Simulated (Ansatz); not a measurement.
Input:

WS₂:
```cif
data_S4W2
_chemical_formula_sum 'W2 S4'
_space_group_name_H-M_alt 'P63/mmc'
_space_group_IT_number 194
_space_group_name_Hall '-P 6c 2c'
_cell_length_a 3.17171
_cell_length_b 3.17171
_cell_length_c 12.55165
_cell_angle_alpha 90.000
_cell_angle_beta 90.000
_cell_angle_gamma 120.000
loop_
_atom_site_label
_atom_site_type_symbol
_atom_site_symmetry_multiplicity
_atom_site_Wyckoff_symbol
_atom_site_fract_x
_atom_site_fract_y
_atom_site_fract_z
_atom_site_occupancy
W1 W 2 c 0.33333 0.66667 0.25000 1
S1 S 4 f 0.66667 0.33333 0.12567 1
```

This is the r²SCAN+D4-relaxed structure.

Q: All from plane-wave PAW r²SCAN+D4 (Ansatz code), unless another level is named. Give the hole effective mass with spin–orbit coupling.

A: 0.63, 0.63, 0.74 mₑ (principal values).

Q: And the electron effective mass?

A: 0.51, 0.53, 0.59 mₑ (principal values).

Q: Give the HSE06 gap on the r²SCAN+D4 cell.

A: 1.60 eV.

Q: Give the weight of the conduction-edge state by species (Voronoi cells).

A: W 50 %, S 50 %.

Space group P6_3/mmc. The cell was relaxed with r²SCAN+D4 under the symmetry of its start; of distortions, only those at the zone centre were tested. The run is not spin-polarised. Scalar-relativistic: spin–orbit coupling is off unless named, which matters more the heavier the elements.

Potentials: the later of the program's two PAW sets.
